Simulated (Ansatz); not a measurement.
BC$_{5}$ in space group P3m1 (No. 156; Pearson symbol hP6) at seven volumes, the program Ansatz at the r²SCAN level (PAW), shape and atoms relaxed at each. One row is withheld.

```tsv
V (Å³/atom)	P (GPa)
5.421	43.58
5.600	?
5.779	12.54
5.957	0.00
6.136	-10.90
6.315	-20.38
6.494	-28.60
```

Fit the shown pressures and predict the withheld one.

Third-order Birch–Murnaghan: P = (3/2)B₀(x^(7/2) − x^(5/2))[1 + (3/4)(B′ − 4)(x − 1)] with x = (V₀/V)^(2/3). Least squares on the six rows gives V₀ = 5.957 Å³/atom, B₀ = 388.8 GPa, B′ = 3.67. At V = 5.600, x = 1.0421 and P = 26.91 GPa. The run itself gave 26.97 GPa.

The start of the workflow was typed in or built on a structure type; the Crystallography Open Database copy checked does not list it. Its standing as an ambient phase is unchecked. Symmetry was held in the r²SCAN relaxation; whether a distortion lowers the energy is not shown. Its formation energy is positive at this level, so the cell may be metastable or incomplete.

Potentials: the later of the program's two PAW sets.
